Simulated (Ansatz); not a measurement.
Sb₂Se₃ in space group Pnma (No. 62; Pearson symbol oP20), r²SCAN+D4 (plane waves, PAW; program Ansatz). The conduction-band minimum lies on the Γ–Z line, 69 % of the way from Γ, with 2 equivalent valleys. Second derivatives d²E/dk² of the lowest band at one valley (eV·Å²), along Cartesian directions:

| direction | d²E/dk² |
|---|---|
| [100] | 2.873 |
| [010] | 52.17 |
| [001] | 9.400 |
| [110] | 27.53 |
| [101] | 6.186 |
| [011] | 30.80 |

### Question
Find the principal effective masses, the density-of-states mass and the conductivity mass.

### Answer
Off-diagonal terms follow from H_xy = H[110] − (H_xx + H_yy)/2, and m*/mₑ = 7.620 eV·Å² over each eigenvalue: 0.15, 0.81, 2.7. One valley's DOS mass (m₁m₂m₃)^(1/3) = 0.68, conductivity mass 3/(Σ 1/mᵢ) = 0.35 mₑ.

### Question
What effective density of states Nc follows at 300 K for parabolic valleys?

### Answer
Nc = 2.509e19 × 2 × (0.68)^(3/2) ≈ 2.8e19 cm⁻³.

The cell was relaxed with r²SCAN+D4 under the symmetry of its start. Scalar-relativistic: spin–orbit coupling is off unless named, which matters more the heavier the elements.

Potentials: the later of the program's two PAW sets.

Edges and masses are those of Kohn–Sham bands, whose gap is no quasiparticle gap.
